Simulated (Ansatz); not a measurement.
# BaTiHO$_{2}$: computed property card

BaTiHO$_{2}$:
```
CELL_PARAMETERS angstrom
      3.99375     0.00000     0.00000
      0.00000     3.99375     0.00000
      0.00000     0.00000     3.91381
ATOMIC_POSITIONS crystal
  Ba 0.50000 0.50000 0.50000
  Ti 0.00000 0.00000 0.00000
  O  0.50000 0.00000 0.00000
  O  0.00000 0.50000 0.00000
  H  0.00000 0.00000 0.50000
```
The run is spin-polarised; directions of the spins, atom by atom: 0 ↑ 0 0 0.

Space group P4/mmm (No. 123); conventional cell a = b = 3.994 Å, c = 3.914 Å, α = β = γ = 90.00°.

Method: PBEsol in the plane-wave PAW code Ansatz. Structure relaxed to zero pressure with the same functional. Other levels are named where they apply.

### Cell and energy

| Property | Value |
|---|---|
| Volume per atom | 12.49 Å³ |
| Density | 5.80 g/cm³ |
| Formation energy from the elements (no fitted shifts) | -2.28 eV/atom |

### Electronic structure

| Item | Result |
|---|---|
| Electronic character | metallic (no gap) |
| Density of states at the Fermi level | 0.34 states/eV per atom (mean over ±0.08 eV) |

### Magnetism

| Item | Result |
|---|---|
| Magnetic order | ferromagnetic |
| Net moment | 0.12 μB per atom |

### Mechanics

| Item | Result |
|---|---|
| Bulk modulus (Birch–Murnaghan fit) | 126 GPa |
| Pressure derivative B′ | 4.6 |

The start of the workflow was typed in or built on a structure type; neither database checked (COD, Materials Project) lists it. Its standing as an ambient phase is unchecked. The PBEsol relaxation kept the symmetry of its start; its stability against distortions is not shown here. Magnetic state: ferromagnetic, chosen from 4 collinear starts compared on coarse meshes (ties went to the first, and starts can fall back to one state), not a proven ground state. No Hubbard U is applied. The compound may be a true metal, but semilocal functionals without U, or a wrong spin order, can also close a gap. The references are the lowest solids computed at this level, not always the standard phases (solids in place of the gases). Spin–orbit coupling is left out wherever it is not named.

Potentials: the later of the program's two PAW sets.
